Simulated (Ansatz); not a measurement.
**GaN: zone-centre modes**

Method: DFT PBE, scalar-relativistic, plane waves, PAW in Ansatz 0.2.0. Settings: plane waves to 420 eV, k-mesh 12×12×10 (Γ-centred), Gaussian smearing 0.05 eV. No spin polarisation.

Zero of the scan (as given, not relaxed at this level; this zinc-blende form isn't the usual structure):

```
Ga N
1.0
     0.00000   -2.25350   -2.25350
    -2.25350    0.00000   -2.25350
     2.25350    2.25350   -4.50700
Ga N
2 2
Direct
  0.50000 0.50000 0.50000
  0.00000 0.00000 0.00000
  0.37500 0.37500 0.87500
  0.87500 0.87500 0.37500
```

Harmonic modes by finite displacements of 0.02 Å, without the LO–TO term. The cell doubles the primitive one, so its zone centre also holds the primitive cell's point q = (0, 0, 1/2).

Q: At this geometry, is the structure stable against these modes?

A: Yes: no mode is imaginary beyond 10 cm⁻¹, and only the three translations lie near zero.

Q: List the wavenumbers in cm⁻¹.

A: 0, 0, 0, 133, 133, 334, 538, 538, 538, 562, 562, 681.

Cost: 1 run of about 3.1 core-minutes, on Intel Xeon 6975P-C (Granite Rapids) (shared hosts).